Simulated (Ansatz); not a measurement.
# Computed properties of BAs

BAs:
Space group P6₄22 (No. 181); a = 3.459 Å, b = 3.459 Å, c = 7.481 Å, α = 90.00°, β = 90.00°, γ = 120.00°

| atom | site | symmetry | x | y | z |
|---|---|---|---|---|---|
| B | 3c | 222 | 0.5000 | 0.0000 | 0.0000 |
| As | 3d | 222 | 0.5000 | 0.0000 | 0.5000 |

Space group P6_422 (No. 181); conventional cell a = 3.459 Å, b = 3.459 Å, c = 7.481 Å, α = 90.00°, β = 90.00°, γ = 120.00°.

Method: plane-wave PAW PBE (Ansatz code). Structure relaxed to zero pressure with the same functional. Other levels are named where they apply.

Cell and energy:

Volume per atom: 12.92 Å³
Density: 5.51 g/cm³
Formation energy from the elements (no fitted shifts): 0.42 eV/atom

Electronic structure:

- Band gap: 0.48 eV (indirect)
- Valence-band maximum: at Γ
- Conduction-band minimum: at M (3 equivalent valleys)
- Smallest direct gap on the standard path: 2.13 eV
- Electron effective mass: 0.21, 0.33, 0.35 mₑ (principal values)
- Hole effective mass: 0.18, 0.45, 0.45 mₑ (principal values)
- Gap with spin–orbit coupling: 0.47 eV (the band order may be inverted)

Mechanics:

Bulk modulus (Birch–Murnaghan fit): 136 GPa
Pressure derivative B′: 4.3

The start of the workflow was typed in or built on a structure type; neither database checked (COD, Materials Project) lists it. It is not the phase usual at ambient conditions (space group No. 216). The cell was relaxed with PBE under the symmetry of its start; its stability against distortions is not shown here. Its formation energy is positive at this level, so the cell may be metastable or incomplete. The references are the lowest solids computed at this level, not always the standard phases. Spin–orbit coupling is left out wherever it is not named.

Potentials: the earlier of the program's two PAW sets.
